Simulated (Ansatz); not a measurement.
NbAs in space group Cmcm (No. 63; As on 4c, Nb on 4c), DFT-PBE in the program Ansatz with PAW potentials, all energies at zero smearing, with the estimated change up to a 700 eV cutoff added, with one set of potentials and settings (totals compare only within such a set). Cell of 4 atoms (2 As, 2 Nb): -18818.727 eV.

```json
[
 {"element": "As", "reference phase": "R-3m, 2 atoms in the cell", "E (eV/atom)": "-4856.1377"},
 {"element": "Nb", "reference phase": "Im-3m, 1 atoms in the cell", "E (eV/atom)": "-4552.2836"}
]
```

Formation energy per atom, worked out: (-18818.727 − 2×(-4856.1377) − 2×(-4552.2836))/4 = -0.471 eV/atom (-45 kJ per mol of atoms), at 0 K, without zero-point energy or fitted corrections.

The cell is a constructed one: a structure type filled with these elements; neither database checked (COD, Materials Project) lists it. COD files the formula under space group No. 109, so this cell is another polymorph or a model. Its standing as an ambient phase is unchecked. The PBE relaxation kept the symmetry of its start; whether a distortion lowers the energy is not shown. No spin polarisation was allowed. The references are the lowest solids computed at this level, not always the standard phases.

Potentials: the later of the program's two PAW sets.
